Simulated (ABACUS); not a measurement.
A self-consistent single point of Sn2PbSe3 (P-3m1, 6 atoms in the cell; from Materials Project mp-1219016, lattice scaled a little) with ABACUS.

Level of theory: LDA (PW92), numerical atomic orbitals TZP (confined pseudo-atomic orbitals; energy shift 0.01 Ry), PseudoDojo 0.4 standard norm-conserving LDA (tails mended) pseudopotentials in ABACUS.

```
Sn2PbSe3
1.0
    4.25217     0.00000     0.00000
   -2.12608     3.68248     0.00000
    0.00000     0.00000    10.41898
Sn Pb Se
2 1 3
Cartesian
  0.00000   2.45499   6.91622
  2.12609   1.22749   3.50276
  0.00000   0.00000   0.00000
  0.00000   2.45499   1.80498
  2.12609   1.22749   8.61399
  0.00000   0.00000   5.20949
```

Reference input (self-consistent single point, DFT, LDA (PW92), numerical atomic orbitals TZP (confined pseudo-atomic orbitals; energy shift 0.01 Ry), PseudoDojo 0.4 standard norm-conserving LDA (tails mended) pseudopotentials): basis = TZP numerical atomic orbitals, energy shift 0.01 Ry; KPT = Gamma 8 8 3 0 0 0; basis_type = lcao; dft_functional = PWLDA; ecutwfc = 100 Ry; smearing_method = gaussian; smearing_sigma = 0.00367493 Ry; potentials = PseudoDojo 0.4 standard norm-conserving LDA (tails mended); symmetry = 1; ks_solver = genelpa; scf_nmax = 100; scf_thr = 1.0e-07. This run's input differs from it in these lines:

```diff
@@ -7,3 +7,3 @@
 dft_functional       PWLDA
-ecutwfc              100.0
+ecutwfc              30.0
 symmetry             1
```

Output, abridged:

```
 SELF-CONSISTENT
 -------------------------------------------

                  longest orb rcut (Bohr) = 7.6
   longest nonlocal projector rcut (Bohr) = 2.66
                     search radius (Bohr) = 20.5

                          real space grid = [ 30, 30, 72 ]
                                 init_chg = atomic

 LCAO ALGORITHM --------------- ION=   1  ELEC=   1--------------------------------

 Density error is 0.0329211509317
 E_KohnSham     -1181.5640943025     -16076.0042347234
 E_Fermi        0.7107994271         9.6709223443

 LCAO ALGORITHM --------------- ION=   1  ELEC=   2--------------------------------

   [... lines left out ...]

   [... 6 blocks of this kind left out ...]

 LCAO ALGORITHM --------------- ION=   1  ELEC=   9--------------------------------

 Density error is 1.43422199236e-07
 E_KohnSham     -1181.6146534566     -16076.6921273047
 E_Fermi        0.7118676976         9.6854569093

 LCAO ALGORITHM --------------- ION=   1  ELEC=  10--------------------------------

 Density error is 1.60578503461e-08
 E_KohnSham     -1181.6146535071     -16076.6921279921
 E_KS(sigma->0) -1181.6146535071     -16076.6921279920
 E_entropy(-TS) -0.0000000000        -0.0000000000
 E_Fermi        0.7118677159         9.6854571581
 charge density convergence is achieved
 final etot is -16076.692128 eV
 EFERMI = 9.6854571581 eV

 STATE ENERGY(eV) AND OCCUPATIONS    NSPIN == 1
   [... 52 lines left out ...]

 --------------------------------------------
 !FINAL_ETOT_IS -16076.6921279920516099 eV
 --------------------------------------------
```

The run converged in 10 iterations. Against the reference run the free energy rises by 122 meV/atom.

Spin-orbit coupling is left out, which matters for bands and gaps with elements this heavy. The atom-centred basis is finite, which shifts total energies against plane waves. Forces and stress are left out: the polarisation orbitals used for some of these elements are too diffuse to give them reliably, and gaps can carry the same lack. This run is one point of a test of settings, so its values need not be converged; read them against the reference run alone. The structure comes from a collection of computed structures, made at another level of theory; the collection holds predicted forms beside known ones. Its lattice was then scaled.

Cost on one core: very roughly 13 core-seconds.

The atomic orbitals were generated for these runs; they are not ABACUS's published sets and were checked against plane waves on a few crystals only.

“Tails mended”: in these copies of the files the far tail of each local potential was reset to the Coulomb form.
